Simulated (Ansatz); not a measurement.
**4 guesses for InWS₄ and where they end**

Computed with DFT PBE, scalar-relativistic, plane waves, PAW (Ansatz 0.2.0). All cells share a 420 eV cutoff and Γ-centred k meshes spaced at most about 0.3 Å⁻¹ (about 0.25 or finer for metals, 2π included). Collinear spin in cells that started with moments and kept them past the coarse steps, no spin elsewhere.

Each guess was relaxed in cell and atoms at zero pressure, within the symmetry of its start. These are static total energies at zero pressure. Coordination counts S atoms around In and W (those within 1.25 times the shortest such distance or 1.15 times the sum of covalent radii; the shortest distance is added where it is long for a bond).

| guess | made from | start group | V start (Å³/atom) | end group | V end (Å³/atom) | coordination at the end | gap on mesh (eV) | largest moment (μB) | E over the lowest end (meV/atom) |
| --- | --- | --- | --- | --- | --- | --- | --- | --- | --- |
| 1 | random cell | P4/mmm | 23.6 | P4/mmm | 23.0 | In 4, W 12 from 3.5 Å | 0 | 2.7 | 1365 |
| 2 | Na4TeSe type | P4/mmm | 27.4 | P4/mmm | 19.4 | In 8, W 8 | 0 | 0.7 | 0 |
| 3 | Be4SiNi type | F-43m | 22.1 | F-43m | 17.5 | In 12 from 3.1 Å, W 12 | 0 | 1.6 | 1366 |
| 4 | random cell | P6mm | 25.7 | ? | ? | ? | ? | ? | ? |

Guess 4 as it starts:

Space group P6mm (No. 183). a = 5.942 Å, b = 5.942 Å, c = 5.048 Å, α = 90.00°, β = 90.00°, γ = 120.00°
| atom | site | symmetry | x | y | z |
| --- | --- | --- | --- | --- | --- |
| In | 1a | 6mm | 0.0000 | 0.0000 | 0.2311 |
| W | 1a | 6mm | 0.0000 | 0.0000 | 0.6611 |
| S | 2b | 3m. | 0.3333 | 0.6667 | 0.8355 |
| S | 2b | 3m. | 0.3333 | 0.6667 | 0.3286 |

**Question.** Predict the end of this guess and its energy over the lowest end.

**Answer.** It ends in space group P6mm (No. 183), with a = 4.367 Å, c = 8.338 Å, 23.0 Å³/atom and no gap, without spin. It lies 0.42 eV/atom over the lowest end, above guess 2 and below guess 1. Counting S atoms around In and W, this end has In 6, W 6 and the lowest (guess 2) has In 8, W 8.

```
CELL_PARAMETERS angstrom
4.36685 0.00000 0.00000
-2.18343 3.78180 0.00000
0.00000 0.00000 8.33840
ATOMIC_POSITIONS crystal
In 0.00000 0.00000 0.42393
W 0.00000 0.00000 0.75323
S 0.33333 0.66667 0.75769
S 0.66667 0.33333 0.75769
S 0.33333 0.66667 0.26390
S 0.66667 0.33333 0.26390
```

Formation energies are uncorrected and refer to the elements' standard structures at the same level.

**Question.** Is the lowest end bound against the elements?

**Answer.** Yes: its formation energy is −0.06 eV/atom. It lies below the elements, which doesn't yet make it stable against other compounds or structures.

The k mesh leaves some 4 meV/atom of noise in the energy of each metallic cell. No dispersion correction is applied, so the spacing and binding between layers, chains or molecules are poorly described (P6mm), and this can change margins and order among such cells. Spin–orbit coupling, which can matter for W, is left out. In P6mm an odd number of electrons in the primitive cell allows no gap without spin; a larger cell or a magnetic state could open one. A magnetic state wasn't ruled out in cells without spin, among them P6mm. The reference form of S is held partly by dispersion forces, which this level lacks. Another magnetic order may lie lower. Cells relaxed within their symmetry can be saddle points. A lower structure may well exist outside this small set. Some types were kept out of the candidates beforehand, so the set may lack a known form.
